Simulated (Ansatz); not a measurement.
# A trial form of CaInC4N4

Method: DFT PBE, scalar-relativistic, plane waves, PAW in Ansatz. Cutoff 420 eV, Gaussian smearing, Γ-centred meshes. Cell and atoms relax first on a coarse mesh and then on a finer one. In between, the cell is made exact in the group found at 0.06 Å. In metals the finer mesh still leaves noise of several meV/atom or more. The steps can't lower the symmetry of their start. No spin polarisation in the relaxation; trial moments died out in a coarse test.

Recipe of this trial structure of CaInC4N4: two interpenetrating cyanide-bridged diamond nets (P-43m, No. 215). The dimensions are guesses.

```yaml
crystal:
  lattice:
    - [6.20478, 0.00000, 0.00000]
    - [0.00000, 6.20478, 0.00000]
    - [0.00000, 0.00000, 6.20478]
  atoms:
    - { symbol: Ca, position: [0.00000, 0.00000, 0.00000] }
    - { symbol: In, position: [0.50000, 0.50000, 0.50000] }
    - { symbol: C, position: [0.19596, 0.19596, 0.19596] }
    - { symbol: C, position: [0.19596, 0.80404, 0.80404] }
    - { symbol: C, position: [0.80404, 0.19596, 0.80404] }
    - { symbol: C, position: [0.80404, 0.80404, 0.19596] }
    - { symbol: N, position: [0.30483, 0.30483, 0.30483] }
    - { symbol: N, position: [0.30483, 0.69517, 0.69517] }
    - { symbol: N, position: [0.69517, 0.30483, 0.69517] }
    - { symbol: N, position: [0.69517, 0.69517, 0.30483] }
```

Energies over the elements count from the elements' standard structures at the same level (N₂ as a molecule), with no fitted energy shifts.

**Question.** What does it relax into?

**Answer.** The symmetry stays P-43m (No. 215). The volume per atom grows by 23.3 %, from 23.9 to 29.5 Å³. The shortest distance goes from 1.17 Å (C–N) to 1.18 Å (C–N). The energy falls by about 0.25 eV/atom (the start's value is from the coarse mesh). Conventional cell: a = 6.654 Å. Around Ca lie 4 C at 2.49 Å; In is surrounded by 4 N at 2.09 Å; C has 1 N at 1.18 Å and 1 Ca at 2.49 Å; around N lie 1 C at 1.18 Å and 1 In at 2.09 Å.

```cif
data_structure
_symmetry_space_group_name_H-M 'P-43m'
_symmetry_Int_Tables_number 215
_cell_length_a 6.6537
_cell_length_b 6.6537
_cell_length_c 6.6537
_cell_angle_alpha 90.000
_cell_angle_beta 90.000
_cell_angle_gamma 90.000
_cell_volume 294.57
loop_
_atom_site_label
_atom_site_type_symbol
_atom_site_symmetry_multiplicity
_atom_site_Wyckoff_symbol
_atom_site_fract_x
_atom_site_fract_y
_atom_site_fract_z
_atom_site_occupancy
Ca1 Ca 1 a 0.00000 0.00000 0.00000 1
In1 In 1 b 0.50000 0.50000 0.50000 1
C1 C 4 e 0.21626 0.21626 0.21626 1
N1 N 4 e 0.31864 0.31864 0.31864 1
```

**Question.** How does it come out in energy, and is it a metal?

**Answer.** The energy over the elements is +0.40 eV/atom and the gap on the 6×6×6 mesh of the 10-atom cell is 0 eV (a metal).

It can't be a ground state, since the elements alone are lower.

The last run used Gaussian smearing of 0.10 eV. An odd number of electrons in the primitive cell allows no gap without spin; a larger cell or a magnetic state could open one. The reference form of C is held partly by dispersion forces, which this level lacks. Symmetry constrained the relaxation, so the result can be a saddle point. In all, the 3 runs took 93 s on 1 thread of Intel(R) Xeon(R) 6975P-C (Granite Rapids) (shared host).
